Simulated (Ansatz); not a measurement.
Ir (fcc, Cu type)

```xyz
1
Lattice="0.0000 1.9151 1.9151 1.9151 0.0000 1.9151 1.9151 1.9151 0.0000" Properties=species:S:1:pos:R:3 pbc="T T T"
Ir     0.0000     0.0000     0.0000
```

The slice is a {110} plane (indices of the conventional cell) through the point (0.000, 0.000, 0.000) (fractional), spanned by u = [100] and v = [1 -1 -1] in vectors of this cell: u (2.71 Å) and v (3.83 Å, at 90° to u). It covers one period; positions are fractions (u, v).

All values below come from PBEsol (plane waves to 420 eV, PAW, scalar-relativistic; Ansatz, a quantum-chemistry and plane-wave program). k mesh 21×21×21. Inside the PAW spheres the values are not all-electron values, and peaks at nuclei hang on which shells count as valence. Ir is run without spin polarisation. Ir was relaxed with its symmetry unable to fall. Spin-orbit coupling is left out, though Ir is heavy. The PAW data are Ansatz's earlier set.

Q: What is the ELF at the midpoint of the shortest Ir–Ir line in this plane (2.71 Å)?

A: 0.36.

Q: What is the valence density on the shortest Ir–Ir line in this plane (2.71 Å), at its midpoint?

A: 0.46 e/Å³.

Q: Sketch the electron localisation function (ELF) on this plane as a map.

A: 
```
|xxxxxx886633334433336688xxxx|
|xxxx8877442233333322447788xx|
|9999885533222233222233558899|
|8877553322223333332222335577|
|4444332222333333333322223344|
|2222222233333333333333222222|
|1111222233333333333333222211|
|0011112233333333333333221111|
|0000112222334444443322221100|
|0000001122334444443322110000|
|0000112222334444443322221100|
|0011112233333333333333221111|
|1111222233333333333333222211|
|2222222233333333333333222222|
|4444332222333333333322223344|
|8877553322223333332222335577|
|9999885533222233222233558899|
|xxxx8877442233333322447788xx|
|xxxxxx886633334433336688xxxx|
|xxxxxx996644334433446699xxxx|
```
Scale: ten equal steps from 0.15 (start of '0') to 0.62 (end of '9'), in the order '0123456789'. Values: electron localisation function (ELF). The map has 14 points along u (two characters each, u = 0 at the left) and 20 along v (v = 0 in the bottom row). Points within 0.5 Å of a nucleus are blanked (x), as the pseudised field means little there.
